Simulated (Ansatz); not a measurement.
Sn$_{3}$Ge:
```
CELL_PARAMETERS angstrom
      4.47242     0.00000     0.00000
      0.00000     4.47242     0.00000
      0.00000     0.00000     6.34671
ATOMIC_POSITIONS crystal
  Ge 0.00000 0.00000 0.00000
  Sn 0.50000 0.00000 0.23377
  Sn 0.50000 0.50000 0.50000
  Sn 0.00000 0.50000 0.76623
```

Relaxed with PBEsol. Special points in fractions of this cell's reciprocal vectors: Γ (0.000, 0.000, 0.000); X (0.000, 0.500, 0.000); M (0.500, 0.500, 0.000); Z (0.000, 0.000, 0.500); R (0.000, 0.500, 0.500); A (0.500, 0.500, 0.500).

Task: List the band energies nearest the Fermi level at these points for PBEsol in the plane-wave PAW code Ansatz.

Result: In eV from the Fermi level; about four levels below and three above (degenerate sets whole), none deeper than 8.9 eV; points with the same levels are listed once.

```
k                    below                above
-  -----------------------  -------------------
Γ  -7.42 -2.44 -2.44 -0.83       0.17 0.24 0.24
X  -3.10 -2.91 -1.40 -0.78       1.24 2.13 4.07
M  -2.51 -2.41 -2.41 -2.28  0.65 0.92 0.98 0.98
Z  -1.83 -1.83 -1.20 -1.20       0.99 0.99 2.20
R  -1.03 -1.02 -0.68 -0.30       0.33 3.25 3.39
A  -3.08 -3.01 -3.01 -3.01       3.49 3.55 3.55
```

Space group P-4m2. The start of the workflow was typed in or built on a structure type; neither database checked (COD, Materials Project) lists it. Its standing as an ambient phase is unchecked. The cell was relaxed with PBEsol under the symmetry of its start; its stability against distortions is not shown here. Scalar-relativistic: spin–orbit coupling is off unless named, which matters more the heavier the elements.

Potentials: the earlier of the program's two PAW sets. The files were generated under PBE; for other functionals the program regenerates the frozen cores, and for LDA and PBEsol the local potential too.
